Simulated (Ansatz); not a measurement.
GaAs (zinc blende)

```yaml
crystal:
  lattice:
    - [0.00000, 2.87304, 2.87304]
    - [2.87304, 0.00000, 2.87304]
    - [2.87304, 2.87304, 0.00000]
  atoms:
    - { symbol: As, position: [0.75000, 0.75000, 0.75000] }
    - { symbol: Ga, position: [0.00000, 0.00000, 0.00000] }
```

The volume is varied about the relaxed value V₀ at fixed cell shape. Symmetry pins the atoms to their sites.

Level of theory: PBE (plane waves to 420 eV, PAW, scalar-relativistic; Ansatz, a quantum-chemistry and plane-wave program). k mesh 10×10×10 (Γ-centred), Fermi-Dirac smearing 0.05 eV. Stress and pressure are positive under compression. GaAs was relaxed with its symmetry unable to fall. The PAW data are Ansatz's earlier set.

At one point of the scan the stress tensor (GPa) is:

```
   3.51     0.00     0.00
   0.00     3.51     0.00
   0.00     0.00     3.51
```

Q: Which point is it?
A) V/V₀ = 0.900
B) V/V₀ = 0.933
C) V/V₀ = 0.983
D) V/V₀ = 0.950

A: D, V/V₀ = 0.950

(A scan under strain: stresses follow from slopes of the energy per volume, elastic moduli from its curvatures.)
